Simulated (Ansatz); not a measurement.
SnS2 (CdI2 type)

```yaml
crystal:
  lattice:
    - [3.62607, 0.00000, 0.00000]
    - [-1.81304, 3.14027, 0.00000]
    - [0.00000, 0.00000, 5.57286]
  atoms:
    - { symbol: Sn, position: [0.00000, 0.00000, 0.00000] }
    - { symbol: S, position: [0.33333, 0.66667, 0.26445] }
    - { symbol: S, position: [0.66667, 0.33333, 0.73555] }
```

Equation-of-state scan: isotropic scaling of the cell above, V₀ being its volume. The atoms relax within the cell's symmetry.

Computed with PBEsol-D3(BJ) (plane waves to 420 eV, PAW, scalar-relativistic; Ansatz, a quantum-chemistry and plane-wave program). k mesh 11×11×6 (Γ-centred), Fermi-Dirac smearing 0.05 eV. The energy includes the smearing's −TS. SnS2 was relaxed with its symmetry unable to fall. The zero of ΔE is the relaxed starting cell.

Q: Estimate the ΔE (meV/atom) for V/V₀ = 0.900, 0.917, 0.933, 0.967, 1.017, 1.033, 1.083, 1.100.

A: 
| V/V₀ | ΔE (meV/atom) |
|---|---|
| 0.900 | 43.6 |
| 0.917 | 29.2 |
| 0.933 | 18.0 |
| 0.967 | 4.2 |
| 1.017 | 0.9 |
| 1.033 | 3.7 |
| 1.083 | 20.9 |
| 1.100 | 29.1 |

(Under strain, the slope of the energy per volume gives the stress and its curvature an elastic modulus.)
